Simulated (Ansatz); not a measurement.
A geometry of B away from equilibrium: the start of the relaxation of a relaxed B cell displaced along its unstable phonon at q = (½, 0, 0) of its primitive reciprocal cell (308i cm⁻¹), largest move 0.15 Å. These are r2SCAN (plane waves to 500 eV, PAW, scalar-relativistic; Ansatz, an electronic-structure program) values and carry that method's errors. Γ-centred k-mesh 8×15×13 on the run's cell (coarser than for final values), Fermi–Dirac smearing 0.05 eV.

```xyz
4
Lattice="2.2094 -5.8349 0.0000 1.1047 2.9174 0.0000 0.0000 0.0000 2.4840" Properties=species:S:1:pos:R:3 pbc="T T T"
B      0.9758    -2.1801     1.2420
B      2.3383    -4.9441     1.2420
B      1.2336     2.1801     1.2420
B      2.0805    -0.8908     1.2420
```

Q: Give the Cartesian forces on all atoms (eV/Å).

A: 
| atom | Fx | Fy | Fz |
|---|---|---|---|
| B1 | -0.60 | 0.26 | 0.00 |
| B2 | -0.55 | 0.58 | 0.00 |
| B3 | 0.60 | -0.26 | 0.00 |
| B4 | 0.55 | -0.58 | 0.00 |

Q: What is the pressure?

A: -0.2 GPa, compression positive.

No spin polarisation in the result. No dispersion correction is included, so spacings between layers, chains or molecules are soft and tend to come out too large.

The run could not lose the symmetry of its start, so the end can be a saddle point.

The end of the path is a generated cell of B: the first start was made by placing the elements on the sites of a structure type, and the end was not matched to a known phase here, so it may be hypothetical.
